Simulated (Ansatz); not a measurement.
Space group Cmmm (No. 65). a = 7.344 Å, b = 10.427 Å, c = 3.676 Å, α = 90.00°, β = 90.00°, γ = 90.00°
```tsv
atom	site	symmetry	x	y	z
Mg	4f	..2/m	0.2500	0.2500	0.5000
Mg	2b	mmm	0.5000	0.0000	0.0000
Zn	2a	mmm	0.0000	0.0000	0.0000
S	4i	m2m	0.5000	0.7499	0.0000
S	4h	2mm	0.7562	0.0000	0.5000
```

Equation of state of this Mg3ZnS4 structure (not necessarily the ground state), with shape and atoms relaxed at each volume where symmetry leaves them free. Level of theory: DFT PBE, scalar-relativistic, plane waves, PAW in Ansatz.

Settings: cutoff 420 eV, Γ-centred mesh 6×6×8 on the computed 8-atom cell, Gaussian smearing of 0.02 eV; no spin polarisation.

```tsv
V (Å³/atom)	E − E(largest V) (meV/atom)	P (GPa)	gap on mesh (eV)
15.483	40.49	12.75	1.40
16.011	5.24	8.76	1.36
16.539	-17.87	5.36	1.32
17.067	-30.60	2.46	1.28
17.595	-34.51	-0.02	1.24
18.123	-30.86	-2.14	1.20
18.650	-20.92	-3.86	1.20
19.354	0.00	-5.60	1.25
```

Task: Fit a third-order Birch–Murnaghan equation, E = E0 + (9V0B0/16)·[(x − 1)³B0' + (x − 1)²(6 − 4x)] with x = (V0/V)^(2/3), to E(V).

Result: V0 = 17.59 Å³/atom, B0 = 75 GPa, B0' = 4.6.

The cell was found from a structure generator's guess, not taken from experiment.
